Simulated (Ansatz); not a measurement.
Values for one crystal, relaxed and computed with plane-wave PAW r²SCAN (Ansatz code); other levels are named.

```yaml
volume_per_atom: 15.15 Å³
electronic_character: metallic (no gap)
Density of states at the Fermi level: 0.40 states/eV per atom (mean over ±0.08 eV)
Bulk modulus (Birch–Murnaghan fit): 171 GPa
Pressure derivative B′: 4.1
Formation energy from the elements (no fitted shifts): -0.072 eV/atom
```

Problem. Which compound is it?
A. AlRu, CsCl type
B. Al2W, Fddd (Al on 16f, W on 8b)
C. Al2Pt, fluorite or antifluorite type
D. Co3W, P6_3/mmc (Co on 6h, W on 2c)

Solution. B, Al2W, Fddd (Al on 16f, W on 8b)

The start of the workflow was typed in or built on a structure type; neither database checked (COD, Materials Project) lists it. Its standing as an ambient phase is unchecked. Symmetry was held in the r²SCAN relaxation; its stability against distortions is not shown here. No spin polarisation was allowed. The references are the lowest solids computed at this level, not always the standard phases. Scalar-relativistic: spin–orbit coupling is off unless named, which matters more the heavier the elements.

Potentials: the later of the program's two PAW sets.
